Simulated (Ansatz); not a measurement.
**BiTe: energy along a strain**

BiTe, Fm-3m, a = 6.470 Å (as given, not relaxed at this level: 0.8 GPa). The structure is a COD entry; whether it is the stable form wasn't checked. Ansatz: PBE, PAW, 420 eV, Γ-centred 14×14×14 mesh on 2 atoms, Gaussian smearing 0.15 eV; no spin polarisation. Cell vectors (Å): 0.000 3.235 3.235; 3.235 0.000 3.235; 3.235 3.235 0.000. The cell is strained by x per cent times the pattern (1 1 0 0 0 0) in the order xx yy zz yz xz xy (engineering shears), with fractional coordinates held. y is the free energy over the start, V0 = 33.855 Å³/atom.

| x (%) | y (meV/atom) |
| --- | --- |
| -4.00 | ? |
| -3.00 | 36.67 |
| -2.00 | 18.02 |
| -1.00 | 6.03 |
| 0.00 | 0.00 |
| 1.00 | -0.60 |
| 2.00 | 3.71 |
| 3.00 | 12.38 |
| 3.50 | 18.20 |
| 4.00 | 24.93 |

Task: Fit y = c1 x + c2 x² + c3 x³ to the other rows, get the stiffness along the pattern, and predict the missing energy.

Result: Least squares on the rows shown. y = −3.2279 x + 2.7246 x² − 0.090230 x³. The clamped-ion stiffness p·C·p = 2 × 27.25 eV × 160.2 / 33.855 Å³ = 258 GPa (second derivative at the start, which stands under stress). At x = -4.00 the fit asked for gives 62.28 meV/atom. The run gave 62.84 meV/atom, so the fit is 0.56 meV/atom too low, 0.88 % of the span of the series, against an rms of 0.03 meV/atom on the fitted rows. The row lies outside the fitted range. With a term in x⁴ added, a fit to the same known rows predicts 62.55 meV/atom, which recovers part of the miss; the known rows don't hold the rest.

Spin–orbit coupling is left out, which can shift energies with elements as heavy as these.